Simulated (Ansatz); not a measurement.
AgPt:
```xyz
2
Lattice="1.3856 0.8000 4.6927 -1.3856 0.8000 4.6927 0.0000 -1.5999 4.6927" Properties=species:S:1:pos:R:3 pbc="T T T"
Ag     0.0000     0.0000     0.0000
Pt     0.0000     0.0000     7.0391
```

Relaxed with PBEsol. Special points in fractions of this cell's reciprocal vectors: Γ (0.000, 0.000, 0.000); T (0.500, 0.500, 0.500); H2 (0.814, 0.186, 0.500); H0 (0.500, -0.186, 0.186); L (0.500, 0.000, 0.000); S0 (0.343, -0.343, 0.000); S2 (0.657, 0.000, 0.343); F (0.500, 0.000, 0.500).

List the band energies nearest the Fermi level at these points for PBEsol in the plane-wave PAW code Ansatz.

In eV from the Fermi level; about four levels below and three above (degenerate sets whole), none deeper than 8.9 eV; … stands for higher levels left out; points with the same levels are listed once.

| k | below | above |
|---|---|---|
| Γ | -2.53 -2.53 -0.52 -0.48 -0.48 | 4.76 … |
| T | -3.05 -3.05 -0.84 -0.84 | 11.41 … |
| H2 | -2.82 -2.46 -1.81 -0.77 | 4.72 4.79 6.00 |
| L | -3.65 -2.92 -2.37 -1.58 | 0.55 1.72 3.19 |
| S0 | -2.80 -2.41 -1.86 -0.84 | 4.54 4.84 6.00 |
| F | -1.71 -0.73 -0.37 -0.17 | 0.56 1.93 5.47 |

Space group R-3m. The workflow started from a Materials Project entry (that database holds measured and hypothetical structures alike); the Crystallography Open Database copy checked does not list it. With Ag and Pt taken as one species the cell has the higher symmetry Fm-3m, so it may be an ordered model of a mixed-site phase. Its standing as an ambient phase is unchecked. The PBEsol relaxation kept the symmetry of its start; whether a distortion lowers the energy is not shown. No spin polarisation was allowed. Spin–orbit coupling is left out wherever it is not named.

Potentials: the later of the program's two PAW sets.
